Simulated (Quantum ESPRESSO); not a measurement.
## Cu3AgW3Sn (input and log of a self-consistent run)

Computed values, not a measurement. The program is pw.x of Quantum ESPRESSO 7.5 (plane-wave density functional theory). The cell is made up: eight metal atoms on a hexagonal close-packed lattice, with elements, volume, strain and displacements drawn at random and not relaxed, so it may be unstable or far from any real phase. PseudoDojo standard norm-conserving files set the functional (PBE unless stated); there is no spin polarisation or spin-orbit coupling, the Fermi-Dirac width of 0.25 eV means electrons at about 2900 K, and the masses in the input are unused placeholders. The copper pseudopotential is less sure than most, with forces differing by about three percent and pressure by about two GPa from a second method on plain copper. The tin pseudopotential is less sure than most, with forces differing by about three percent from a second method on plain tin. Heavy elements are run without spin-orbit coupling, which real alloys of them have. A spin test at this wide smearing found no moment, but such smearing suppresses magnetism that the real alloy may have.

Input:

```
&control calculation='scf', pseudo_dir='./dojo.nc.sr.pbe.v0_5.standard.upf', outdir='./o', disk_io='minimal', tprnfor=.true., tstress=.true. /
&system ibrav=0, nat=8, ntyp=4, nbnd=78, ecutwfc=92.02030273, nosym=.true., tot_charge=0,
 occupations='smearing', smearing='fd', degauss=0.0183746611
/
&electrons conv_thr=1.470e-08, electron_maxstep=70, mixing_beta=0.5 /
ATOMIC_SPECIES
Ag 1.0 Ag.upf
Cu 1.0 Cu.upf
Sn 1.0 Sn.upf
W 1.0 W.upf
CELL_PARAMETERS angstrom
2.9014 -0.0093 4.5601
2.8784 -0.0545 -4.5458
-2.9452 5.0312 0.0171
ATOMIC_POSITIONS angstrom
Cu -0.0772 0.1413 -0.0872
Ag -1.5107 2.429 -0.0329
W 2.9441 1.5435 -2.2117
Sn 1.4731 4.1714 -2.1466
Cu 2.8172 0.0487 0.0802
W 1.6106 2.4403 0.0046
Cu 3.0105 1.7679 2.2786
W 1.3257 4.2326 2.2983
K_POINTS automatic
5 5 5 1 1 1
```

The log is shortened where brackets say so; the opening notice, blank lines, dates and the lines on written files are dropped, and the path of the files is cut. It prints rydbergs, bohrs and kilobars, and counts compression as positive stress. Its total energy is the free energy E - TS of the whole cell.

```
     Program PWSCF v.7.5
     Parallel version (MPI & OpenMP), running on       4 processor cores
     Number of MPI processes:                 4
     Threads/MPI process:                     1
     [start-up lines left out]
     bravais-lattice index     =            0
     lattice parameter (alat)  =      10.2137  a.u.
     unit-cell volume          =     887.6570 (a.u.)^3
     number of atoms/cell      =            8
     number of atomic types    =            4
     number of electrons       =       132.00
     number of Kohn-Sham states=           78
     kinetic-energy cutoff     =      92.0203  Ry
     charge density cutoff     =     368.0812  Ry
     scf convergence threshold =      1.5E-08
     mixing beta               =       0.5000
     number of iterations used =            8  plain     mixing
     Exchange-correlation= PBE
                           (   1   4   3   4   0   0   0)
     [axes and pseudopotential details left out]
   Cartesian axes
     site n.     atom                  positions (alat units)
         1        Cu     tau(   1) = (  -0.0142834   0.0261430  -0.0161336  )
         2        Ag     tau(   2) = (  -0.2795067   0.4494087  -0.0060871  )
         3        W      tau(   3) = (   0.5447115   0.2855753  -0.4092043  )
         4        Sn     tau(   4) = (   0.2725500   0.7717841  -0.3971597  )
         5        Cu     tau(   5) = (   0.5212327   0.0090104   0.0148384  )
         6        W      tau(   6) = (   0.2979900   0.4514994   0.0008511  )
         7        Cu     tau(   7) = (   0.5569967   0.3270933   0.4215820  )
         8        W      tau(   8) = (   0.2452784   0.7831072   0.4252269  )
     number of k points=    63  Fermi-Dirac smearing, width (Ry)=  0.0184
                       cart. coord. in units 2pi/alat
        k(    1) = (   0.1894404   0.2183285  -0.0015622), wk =   0.0320000
        k(    2) = (   0.1918302   0.4345856  -0.0026417), wk =   0.0320000
     [further k points left out]
     Dense  grid:   105879 G-vectors     FFT dimensions: (  64,  64,  72)
     Estimated max dynamical RAM per process >     458.36 MB
     Estimated total dynamical RAM >       1.71 GB
     Initial potential from superposition of free atoms
     starting charge     131.9955, renormalised to     132.0000
     Starting wfcs are   79 randomized atomic wfcs
     total cpu time spent up to now is       12.1 secs
     per-process dynamical memory:   364.6 Mb
     Self-consistent Calculation
     iteration #  1     ecut=    92.02 Ry     beta= 0.50
     Davidson diagonalization with overlap
     ethr =  1.00E-02,  avg # of iterations =  4.9
     total cpu time spent up to now is       44.6 secs
     total energy              =   -2054.58046134 Ry
     estimated scf accuracy    <       8.79200641 Ry
     iteration #  2     ecut=    92.02 Ry     beta= 0.50
     Davidson diagonalization with overlap
     ethr =  6.66E-03,  avg # of iterations =  3.0
     total cpu time spent up to now is       75.0 secs
     total energy              =   -2058.72840760 Ry
     estimated scf accuracy    <      22.75242430 Ry
     iteration #  3     ecut=    92.02 Ry     beta= 0.50
     Davidson diagonalization with overlap
     ethr =  6.66E-03,  avg # of iterations =  2.3
     total cpu time spent up to now is       99.8 secs
     total energy              =   -2060.06181844 Ry
     estimated scf accuracy    <       2.98936800 Ry
     iteration #  4     ecut=    92.02 Ry     beta= 0.50
     Davidson diagonalization with overlap
     ethr =  2.26E-03,  avg # of iterations =  2.0
     total cpu time spent up to now is      123.0 secs
     total energy              =   -2060.02988959 Ry
     estimated scf accuracy    <       1.02583456 Ry
     iteration #  5     ecut=    92.02 Ry     beta= 0.50
     Davidson diagonalization with overlap
     ethr =  7.77E-04,  avg # of iterations =  4.1
     total cpu time spent up to now is      148.5 secs
     total energy              =   -2060.04325823 Ry
     estimated scf accuracy    <       0.39303390 Ry
     [iterations 6 to 14 left out]
     iteration # 15     ecut=    92.02 Ry     beta= 0.50
     Davidson diagonalization with overlap
     ethr =  2.17E-09,  avg # of iterations =  2.0
     total cpu time spent up to now is      398.4 secs
     total energy              =   -2060.10736814 Ry
     estimated scf accuracy    <       0.00000074 Ry
     iteration # 16     ecut=    92.02 Ry     beta= 0.50
     Davidson diagonalization with overlap
     ethr =  5.58E-10,  avg # of iterations =  2.4
     total cpu time spent up to now is      424.1 secs
     total energy              =   -2060.10736812 Ry
     estimated scf accuracy    <       0.00000203 Ry
     iteration # 17     ecut=    92.02 Ry     beta= 0.50
     Davidson diagonalization with overlap
     ethr =  5.58E-10,  avg # of iterations =  2.0
     total cpu time spent up to now is      447.6 secs
     total energy              =   -2060.10736829 Ry
     estimated scf accuracy    <       0.00000013 Ry
     iteration # 18     ecut=    92.02 Ry     beta= 0.50
     Davidson diagonalization with overlap
     ethr =  9.53E-11,  avg # of iterations =  2.0
     total cpu time spent up to now is      471.2 secs
     total energy              =   -2060.10736831 Ry
     estimated scf accuracy    <       0.00000011 Ry
     iteration # 19     ecut=    92.02 Ry     beta= 0.50
     Davidson diagonalization with overlap
     ethr =  8.61E-11,  avg # of iterations =  1.0
     total cpu time spent up to now is      492.7 secs
     End of self-consistent calculation
     [lines on levels left out]
!    total energy              =   -2060.10736831 Ry
     estimated scf accuracy    <          6.4E-09 Ry
     smearing contrib. (-TS)   =      -0.09194188 Ry
     internal energy E=F+TS    =   -2060.01542643 Ry
     The total energy is F=E-TS. E is the sum of the following terms:
     one-electron contribution =    -980.55713340 Ry
     hartree contribution      =     564.04464515 Ry
     xc contribution           =    -329.32810274 Ry
     ewald contribution        =   -1314.17483545 Ry
     convergence has been achieved in  19 iterations
     Forces acting on atoms (cartesian axes, Ry/au):
     atom    1 type  2   force =     0.01410597   -0.00036196    0.02811656
     atom    2 type  1   force =     0.06610969    0.01437630    0.01869705
     atom    3 type  4   force =    -0.03374973    0.02257842   -0.04143732
     atom    4 type  3   force =    -0.04128009    0.00787023   -0.02631678
     atom    5 type  2   force =     0.00507939   -0.01477464    0.00366478
     atom    6 type  4   force =    -0.06287450    0.00118613    0.03625831
     atom    7 type  2   force =    -0.01095084   -0.00866608    0.00592855
     atom    8 type  4   force =     0.06356010   -0.02220840   -0.02491115
     Total force =     0.150504     Total SCF correction =     0.000201
     Computing stress (Cartesian axis) and pressure
          total   stress  (Ry/bohr**3)                   (kbar)     P=      -61.96
  -0.00028676  -0.00014609   0.00025745          -42.18      -21.49       37.87
  -0.00014609  -0.00068324  -0.00018794          -21.49     -100.51      -27.65
   0.00025745  -0.00018794  -0.00029349           37.87      -27.65      -43.17
     init_run     :     11.34s CPU     11.97s WALL (       1 calls)
     electrons    :    468.37s CPU    480.62s WALL (       1 calls)
     forces       :      3.21s CPU      3.26s WALL (       1 calls)
     stress       :     10.96s CPU     10.96s WALL (       1 calls)
     [timing details left out]
     PWSCF        :   8m14.04s CPU   8m27.07s WALL
     JOB DONE.
```

In other units: free energy -28029.189 eV for the cell, pressure -6.20 GPa, largest force component 1.700 eV/Å in size. The run took 509 s of wall time with four MPI processes on a shared machine (AMD EPYC, older, virtual cores), so the time is rough. A rerun of this cell at a higher cutoff and on a denser mesh moved values by no more than 0.003 eV in energy, 0.03 GPa in stress and 0.003 eV/Å in force, and a second program with other atomic files agreed on that cell to 2 % rms in force and 0.5 GPa in pressure.